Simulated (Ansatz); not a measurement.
**Generalised stacking fault in Au**

Method: DFT PBEsol, scalar-relativistic, plane waves, PAW (Ansatz). The runs took a 420 eV cutoff, a Γ-centred 18×18×4 mesh and Gaussian smearing (0.15 eV). Spin–orbit coupling is left out, which can shift energies with elements as heavy as these. No spin polarisation. Energies are free energies at this smearing, counted from the undisturbed cell; pressure is positive in compression.

Reference structure (as given, not relaxed at this level; it stands at -1.0 GPa):

```xyz
6
Lattice="2.0455 -2.0455 0.0000 2.0455 0.0000 -2.0455 8.1820 8.1820 8.1820" Properties=species:S:1:pos:R:3 pbc="T T T"
Au    3.4090   -0.6820   -0.6820
Au    7.5000    7.5000    7.5000
Au    3.4090    1.3635    1.3635
Au    7.5000    3.4090    3.4090
Au    3.4090    3.4090    3.4090
Au    7.5000    5.4545    5.4545
```

The cut lies on the cell's a–b face, a (1 1 1) plane (indices in the standard cell, whose axes needn't be the Cartesian ones shown) of area 7.25 Å², between layers 2.36 Å apart. Vector c is tilted by f times 1·a + 1·b (length 5.010 Å) with the atoms' Cartesian places fixed: one unrelaxed fault a cell. The cell is metallic on the mesh throughout.

Task: Over the sampled range (0.0000 to 0.9167), is the undisturbed cell the lowest point?

Result: Yes, every other sampled point lies higher.

The scan:

| f | γ (mJ/m²) |
| --- | --- |
| 0.0000 | 0 |
| 0.0833 | 133 |
| 0.1667 | 620 |
| 0.2500 | 1311 |
| 0.3333 | 1660 |
| 0.4167 | 1314 |
| 0.5000 | 633 |
| 0.5833 | 162 |
| 0.6667 | 38 |
| 0.7500 | 86 |
| 0.8333 | 115 |
| 0.9167 | 58 |